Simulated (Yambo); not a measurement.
K₂PdC₂ (space group P-3m1, No. 164), G0W0@PBEsol in Yambo with this input:

```
rim_cut
gw0
dyson
el_el_corr
HF_and_locXC
ppa
em1d
RandQpts= 1000000
RandGvec= 1 Ry
EXXRLvcs= 82 Ry
VXCRLvcs= 328 Ry
Chimod= "HARTREE"
% BndsRnXp
 5 | 220 |
%
NGsBlkXp= 8 Ry
% LongDrXp
 1.0 | 1.0 | 1.0 |
%
PPAPntXp= 27.2114 eV
% GbndRnge
 1 | 220 |
%
GTermKind= "BG"
DysSolver= "n"
ExtendOut
```

On a 3×3×2 mesh, with wavefunctions cut at 82 Ry, the gap (A → (0, 0.333, -0.5)) is 2.705 eV and the valence edge shifts by -0.614 eV.

Task: What happens with this change: no random integration?

Result: The gap falls by 0.038 eV, to 2.667 eV; the shift of the valence edge becomes -0.449 eV. Neither run is shown to be the converged limit. The mesh misses a band edge: along a dense path the PBEsol gap is 1.37 eV against 1.70 eV on the mesh.

Spin-orbit coupling is not included.

Geometry of the Materials Project entry, not relaxed at this level; primitive cell a = b = 5.1182 Å, c = 5.2581 Å, α = β = 90.00°, γ = 120.00°.

The structure is a Materials Project entry; no match was found in the copy of COD used, and its stability was not checked.

A shift is the quasiparticle energy of the state minus its PBEsol energy.
